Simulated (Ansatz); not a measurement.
Ti$_{3}$Bi$_{4}$O$_{12}$ in space group Pc (No. 7; Pearson symbol mP38), PBEsol (plane waves, PAW; program Ansatz). The conduction-band minimum lies at Γ, with 1 equivalent valley. Second derivatives d²E/dk² of the lowest band at one valley (eV·Å²), along Cartesian directions:

```csv
direction,d²E/dk²
[100],0.6384
[010],8.839
[001],9.169
[110],4.740
[101],3.539
[011],9.008
```

Question: Find the principal effective masses, the density-of-states mass and the conductivity mass.

Answer: Off-diagonal terms follow from H_xy = H[110] − (H_xx + H_yy)/2, and m*/mₑ = 7.620 eV·Å² over each eigenvalue: 0.81, 0.86, 18. One valley's DOS mass (m₁m₂m₃)^(1/3) = 2.3, conductivity mass 3/(Σ 1/mᵢ) = 1.2 mₑ.

Question: What effective density of states Nc follows at 300 K for parabolic valleys?

Answer: Nc = 2.509e19 × 1 × (2.3)^(3/2) ≈ 8.8e19 cm⁻³.

The workflow started from a Materials Project entry (that database holds measured and hypothetical structures alike); the Crystallography Open Database copy checked does not list it. COD files the formula under space group No. 41. Its standing as an ambient phase is unchecked. The cell was relaxed with PBEsol under the symmetry of its start; whether a distortion lowers the energy is not shown. No spin polarisation was allowed. Spin–orbit coupling is left out wherever it is not named.

Potentials: the later of the program's two PAW sets.

Edges and masses are those of Kohn–Sham bands, whose gap is no quasiparticle gap.
